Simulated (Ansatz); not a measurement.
BiB (zinc blende, F-43m), plane-wave PAW LDA (Ansatz code), all energies at zero smearing, with the estimated change up to a 700 eV cutoff added, with one set of potentials and settings (totals compare only within such a set). Cell of 2 atoms (1 Bi, 1 B): -12234.034 eV.

| element | reference phase | E (eV/atom) |
|---|---|---|
| Bi | R-3m, 2 atoms in the cell | -12085.8651 |
| B | R-3m, 12 atoms in the cell | -149.7758 |

Formation energy per atom, worked out: (-12234.034 − 1×(-12085.8651) − 1×(-149.7758))/2 = 0.804 eV/atom (78 kJ per mol of atoms), at 0 K, without zero-point energy or fitted corrections.

The cell is a constructed one: a structure type filled with these elements; neither database checked (COD, Materials Project) lists it. Its standing as an ambient phase is unchecked. Symmetry was held in the LDA relaxation; of distortions, only those at the zone centre were tested. The references are the lowest solids computed at this level, not always the standard phases. Spin–orbit coupling is left out wherever it is not named.

Potentials: the later of the program's two PAW sets.
